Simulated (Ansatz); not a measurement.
# Profile along the Pd–Pd line in Pd (fcc, Cu type)

Pd (fcc, Cu type)

```cif
data_Pd
_chemical_formula_sum 'Pd1'
_space_group_name_H-M_alt 'P 1'
_space_group_IT_number 1
_cell_length_a 2.74043
_cell_length_b 2.74043
_cell_length_c 2.74043
_cell_angle_alpha 60.000
_cell_angle_beta 60.000
_cell_angle_gamma 60.000
loop_
_space_group_symop_operation_xyz
  'x, y, z'
loop_
_atom_site_label
_atom_site_type_symbol
_atom_site_fract_x
_atom_site_fract_y
_atom_site_fract_z
_atom_site_occupancy
Pd1 Pd 0.00000 0.00000 0.00000 1
```

Fields along a shortest Pd–Pd line of a {110} plane (2.74 Å), from Pd to Pd, interpolated on the slice's grid (step about 0.2 Å). Computed with PBEsol (plane waves to 420 eV, PAW, scalar-relativistic; Ansatz, a first-principles code). k mesh 21×21×21. Inside the PAW spheres the values are not all-electron values, and peaks at nuclei hang on which shells count as valence. Pd is run without spin polarisation. Pd was relaxed with its symmetry unable to fall. The PAW data are Ansatz's earlier set.

```json
[
 {"distance from Pd (Å)": "0.00", "valence electron density (e/Å³)": "17.07", "electron localisation function": "x"},
 {"distance from Pd (Å)": "0.27", "valence electron density (e/Å³)": "13.76", "electron localisation function": "x"},
 {"distance from Pd (Å)": "0.55", "valence electron density (e/Å³)": "6.73", "electron localisation function": "0.40"},
 {"distance from Pd (Å)": "0.82", "valence electron density (e/Å³)": "1.69", "electron localisation function": "0.40"},
 {"distance from Pd (Å)": "1.10", "valence electron density (e/Å³)": "0.48", "electron localisation function": "0.23"},
 {"distance from Pd (Å)": "1.37", "valence electron density (e/Å³)": "0.31", "electron localisation function": "0.21"},
 {"distance from Pd (Å)": "1.64", "valence electron density (e/Å³)": "0.48", "electron localisation function": "0.23"},
 {"distance from Pd (Å)": "1.92", "valence electron density (e/Å³)": "1.69", "electron localisation function": "0.40"},
 {"distance from Pd (Å)": "2.19", "valence electron density (e/Å³)": "6.73", "electron localisation function": "0.40"},
 {"distance from Pd (Å)": "2.47", "valence electron density (e/Å³)": "13.76", "electron localisation function": "x"},
 {"distance from Pd (Å)": "2.74", "valence electron density (e/Å³)": "17.07", "electron localisation function": "x"}
]
```

x: too close to a nucleus for the ELF to mean much.

Density on the Pd–Pd line (2.74 Å) at its midpoint: 0.31 e/Å³. ELF at that point: 0.21.
